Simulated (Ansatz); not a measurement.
Sb:
```
CELL_PARAMETERS angstrom
      3.08619     0.00000     0.00000
      0.00000     3.08619     0.00000
      0.00000     0.00000     3.08619
ATOMIC_POSITIONS crystal
  Sb 0.50000 0.50000 0.50000
```

Relaxed with r²SCAN. Special points in fractions of this cell's reciprocal vectors: Γ (0.000, 0.000, 0.000); X (0.000, 0.500, 0.000); M (0.500, 0.500, 0.000); R (0.500, 0.500, 0.500).

Q: List the band energies nearest the Fermi level at these points for DFT-r²SCAN in the program Ansatz with PAW potentials.

A: In eV from the Fermi level; about four levels below and three above (degenerate sets whole), none deeper than 8.9 eV; … stands for higher levels left out; points with the same levels are listed once.

```json
[
 {"k": "Γ", "below": "–", "above": "3.42 3.42 3.42"},
 {"k": "X", "below": "-6.03", "above": "5.60 5.60 9.78"},
 {"k": "M", "below": "-7.66 -3.91 -3.91", "above": "2.37 7.88 …"},
 {"k": "R", "below": "-4.42 -1.90 -1.90 -1.90", "above": "…"}
]
```

Space group Pm-3m. The workflow started from a Materials Project entry (that database holds measured and hypothetical structures alike); the Crystallography Open Database files this formula in space group No. 221, but the cells were not matched. It is not the phase usual at ambient conditions (space group No. 166). The r²SCAN relaxation kept the symmetry of its start; whether a distortion lowers the energy is not shown. Spin–orbit coupling is left out wherever it is not named.

Potentials: the later of the program's two PAW sets.
